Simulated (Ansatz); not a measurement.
KHg2 in space group Imma (No. 74; Hg on 8h, K on 4e) at seven volumes, PBEsol in the plane-wave PAW code Ansatz, shape and atoms relaxed at each. One row is withheld.

```tsv
V (Å³/atom)	P (GPa)
27.422	2.39
28.326	1.45
29.230	0.68
30.134	0.00
31.038	-0.54
31.942	?
32.846	-1.34
```

Q: Fit the shown pressures and predict the withheld one.

A: P = (3/2)B₀(x^(7/2) − x^(5/2))[1 + (3/4)(B′ − 4)(x − 1)] with x = (V₀/V)^(2/3). Least squares on the six rows gives V₀ = 30.150 Å³/atom, B₀ = 19.7 GPa, B′ = 5.25. At V = 31.942, x = 0.9622 and P = -0.98 GPa. The run itself gave -0.99 GPa.

The workflow started from an entry of the Crystallography Open Database (COD). Whether it is the stable phase at ambient conditions was not checked. Symmetry was held in the PBEsol relaxation; its stability against distortions is not shown here. Scalar-relativistic: spin–orbit coupling is off unless named, which matters more the heavier the elements.

Potentials: the later of the program's two PAW sets.
